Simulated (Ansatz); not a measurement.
C in space group C2/m (No. 12; C on 4i, C on 4i, C on 4i, C on 4i) under volume change, PBEsol in the plane-wave PAW code Ansatz, shape and atoms relaxed at each volume.

```tsv
V (Å³/atom)	E − E(relaxed) (meV/atom)	P (GPa)
5.349	71.5	46.60
5.526	[?]	[?]
5.702	7.2	13.40
5.878	0.0	0.00
6.055	6.6	-11.64
6.231	25.1	-21.75
6.407	[?]	[?]
```

Q: Complete the blanks.

A: 
- 5.526, E − E(relaxed) (meV/atom): 30.2
- 5.526, P (GPa): 28.83
- 6.407, E − E(relaxed) (meV/atom): 53.9
- 6.407, P (GPa): -30.52

Q: What does a third-order Birch–Murnaghan fit give for V₀, B₀ and B′?

A: V₀ = 5.88 Å³/atom, B₀ = 416 GPa, B′ = 3.7.

The start of the workflow was typed in or built on a structure type; the Crystallography Open Database copy checked does not list it. It is not the phase usual at ambient conditions (space group No. 194, 227). The PBEsol relaxation kept the symmetry of its start; its stability against distortions is not shown here.

Potentials: the later of the program's two PAW sets.
